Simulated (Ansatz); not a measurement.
# Guessed and relaxed cells of HfS4

The guess for HfS4 was made by a generator: random cell by space group and Wyckoff sites (P4/mmm, No. 123). The dimensions are guesses.

start:

Space group P4/mmm (No. 123). a = 4.736 Å, b = 4.736 Å, c = 5.269 Å, α = 90.00°, β = 90.00°, γ = 90.00°
```csv
atom,site,symmetry,x,y,z
Hf,1a,4/mmm,0.0000,0.0000,0.0000
S,4i,2mm.,0.0000,0.5000,0.3048
```

Level of theory: DFT PBE, scalar-relativistic, plane waves, PAW (Ansatz). Cutoff 420 eV, Gaussian smearing, Γ-centred meshes. Cell and atoms relax first on a coarse mesh and then on a finer one. In between, the cell is made exact in the group found at 0.06 Å. In metals the finer mesh still leaves noise of several meV/atom or more. The steps can't lower the symmetry of their start. No spin polarisation.

end:

Space group P4/mmm (No. 123). a = 4.610 Å, b = 4.610 Å, c = 4.854 Å, α = 90.00°, β = 90.00°, γ = 90.00°
```csv
atom,site,symmetry,x,y,z
Hf,1a,4/mmm,0.0000,0.0000,0.0000
S,4i,2mm.,0.0000,0.5000,0.2707
```

The symmetry stays P4/mmm (No. 123). The volume per atom shrinks by 12.7 %, from 23.6 to 20.6 Å³. The shortest distance goes from 2.06 Å (S–S) to 2.23 Å (S–S). The energy falls by about 0.22 eV/atom (the start's value is from the coarse mesh).

```json
{
 "Volume per atom": "20.63 Å³",
 "Density": "4.94 g/cm³",
 "Energy over the elements": "−0.50 eV/atom",
 "Gap on the 8×8×8 mesh of the 5-atom cell": "0 eV (a metal)"
}
```

Energies over the elements count from the elements' standard structures at the same level, with no fitted energy shifts. Whether it is stable depends on the other phases of the system, which aren't compared here.

The last run used Gaussian smearing of 0.10 eV. Spin–orbit coupling, which can matter for Hf, is left out. The reference form of S is held partly by dispersion forces, which this level lacks. Symmetry constrained the relaxation, so the result can be a saddle point. In all, the 3 runs took 110 s on 1 thread of Arm Neoverse V2, on a shared host.
